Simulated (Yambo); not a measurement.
Yambo run on PtCl2 (space group Pnnm, No. 58). The wavefunctions are PBEsol (Quantum ESPRESSO, PseudoDojo norm-conserving, 84 Ry, without SOC) ones on a 4×1×4 mesh (32 occupied bands); a = 3.6279 Å, b = 11.0362 Å, c = 3.4550 Å, α = 90.00°, β = 90.00°, γ = 90.00°.

Yambo input:

```
rim_cut
HF_and_locXC
RandQpts= 1000000
RandGvec= 1 Ry
EXXRLvcs= 84 Ry
VXCRLvcs= 336 Ry
% QPkrange
 1 | 1 | 32 | 33 |
 2 | 2 | 32 | 33 |
 3 | 3 | 32 | 33 |
 8 | 8 | 32 | 33 |
 9 | 9 | 32 | 33 |
%
```

k points by index: 1 = Γ, 2 = (0, 0, 0.25), 3 = (0, 0, -0.5), 8 = (-0.5, 0, 0.25), 9 = (-0.5, 0, -0.5).

Table of the .hf output:

```
#    K-point    Band    Eo [eV]    Ehf [eV]    Vxc [eV]    Vnlxc [eV]
#
    1    32    0.000000    -4.447071    -19.14347    -23.59054
    1    33    1.294835    5.726266    -18.04399    -13.61256
    2    32    -0.640419    -5.216519    -18.98918    -23.56528
    2    33    0.628561    5.227443    -18.07109    -13.47221
    3    32    -0.161123    -4.541212    -18.62386    -23.00395
    3    33    1.513360    6.456821    -19.23785    -14.29439
    8    32    -0.184220    -4.321589    -20.25271    -24.39008
    8    33    1.066693    5.602486    -18.27591    -13.74011
    9    32    -0.059898    -4.177072    -20.20984    -24.32701
    9    33    1.539973    6.475985    -19.27343    -14.33742
```
Exchange alone, without screening.

Geometry relaxed with PBE+D3(BJ).

The structure is a Materials Project entry; no match was found in the copy of COD used, and its stability was not checked.
